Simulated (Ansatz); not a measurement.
A geometry of V away from equilibrium: the start of the relaxation of a randomly generated symmetric cell of V (space group No. 139). These are r2SCAN (plane waves to 500 eV, PAW, scalar-relativistic; Ansatz, a first-principles code) values and carry that method's errors. Γ-centred k-mesh 13×13×13 on the run's cell (coarser than for final values), Fermi–Dirac smearing 0.05 eV.

```xyz
3
Lattice="-1.6848 1.6848 4.3329 1.6848 -1.6848 4.3329 1.6848 1.6848 -4.3329" Properties=species:S:1:pos:R:3:forces:R:3 pbc="T T T" free_energy=-8750.283 pressure_GPa=-15.3
V      0.0000     0.0000     1.3138    0.0000    0.0000    0.7446
V      0.0000     0.0000     7.3520    0.0000    0.0000   -0.7446
V      0.0000     0.0000     4.3329    0.0000    0.0000    0.0000
```

Positions in Å, forces in eV/Å, free energy of the cell in eV (comparable only within this code, potentials and settings). Largest force: 0.74 eV/Å, on V1, V2 (atoms numbered as listed); the geometry lies 0.30 eV/atom above the end of its relaxation.

Spin-polarised start, with parallel moments on V.

No spin polarisation in the result: the starting moments vanished.

The run could not lose the symmetry of its start.
